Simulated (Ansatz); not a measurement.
## Ga3Sb: computed properties

Method: Ansatz 0.2.0, DFT PBE, scalar-relativistic, plane waves, PAW.

Plane waves to 420 eV, a k mesh through Γ of 12×12×8 on the computed 4-atom cell and Gaussian smearing (0.10 eV); no spin polarisation.

The structure is relaxed at this level of theory with its symmetry kept, and needn't be the ground state of this composition.

Space group P-3m1 (No. 164), trigonal, a = 4.202 Å, c = 6.068 Å. Around Ga on a site of symmetry 3m lie 3 Ga at 2.77 Å and 3 Sb at 2.96 Å; Ga on a site of symmetry -3m is surrounded by 6 Ga at 2.77 Å and 2 Sb at 3.03 Å; around Sb lie 8 Ga at 2.96–3.03 Å.

```json
{
 "Volume per atom": "23.20 Å³",
 "Formation energy from the elements' standard states (uncorrected)": "+0.052 eV/atom",
 "Kohn–Sham band gap": "none (metal)",
 "Density of states at the Fermi level": "1.7 states/eV per cell",
 "Orbital (Löwdin) character within 0.5 eV of the Fermi level": "Ga 4p 52 %, Sb 5p 25 %, Ga 4s 18 %",
 "Bader charge by site (e)": "Ga (2 in the cell) 0.12, Ga (1 in the cell) -0.01, Sb (1 in the cell) -0.24"
}
```

Spin-orbit coupling is left out, which matters for the bands of heavy elements.

The cell was found from a structure generator's guess, not taken from experiment. Löwdin shares on free-atom orbitals overweight diffuse shells.
